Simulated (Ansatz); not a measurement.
Relaxed SnTe (rock salt):

```xyz
2
Lattice="0.0000 3.1856 3.1856 3.1856 0.0000 3.1856 3.1856 3.1856 0.0000" Properties=species:S:1:pos:R:3 pbc="T T T"
Te     0.0000     0.0000     0.0000
Sn     3.1856     3.1856     3.1856
```

Scan: atom 2 (Sn, nearest neighbour Te at 3.186 Å; its periodic images, 4.5 Å or more away, move with it) is displaced towards the nearest neighbour, direction (0.000, 0.000, 1.000) in Cartesian axes, by s. The other atoms stay.

These are r2SCAN (plane waves to 500 eV, PAW, scalar-relativistic; Ansatz, an electronic-structure program) values and carry that method's errors. k mesh 10×10×10 (Γ-centred), Fermi-Dirac smearing 0.05 eV. The energy includes the smearing's −TS. Compression counts positive. F∥ is the force on the atom along that direction. SnTe was relaxed with its symmetry unable to fall. Spin-orbit coupling is left out, though Te is heavy. The PAW data are Ansatz's earlier set. The zero of ΔE is the undisplaced structure.

```csv
s (Å),P (GPa),ΔE (meV/cell),F∥ (eV/Å)
-0.320,1.36,23.3,0.407
-0.256,0.85,…,0.187
-0.192,…,-2.4,…
-0.128,0.21,-2.9,-0.020
-0.064,0.07,-1.0,-0.029
0.000,0.02,0.0,0.000
0.064,0.07,-1.0,0.029
0.128,0.21,-2.9,0.020
0.192,…,-2.4,…
0.256,0.85,…,-0.187
0.320,1.36,23.3,-0.407
```

### Question
Fill in the missing entries.

### Answer

- -0.256, ΔE (meV/cell): 4.8
- -0.192, P (GPa): 0.47
- -0.192, F∥ (eV/Å): 0.048
- 0.192, P (GPa): 0.47
- 0.192, F∥ (eV/Å): -0.048
- 0.256, ΔE (meV/cell): 4.8

(A displaced cell: forces are minus the slopes of the energy, force constants its curvatures, and phonons follow from these.)
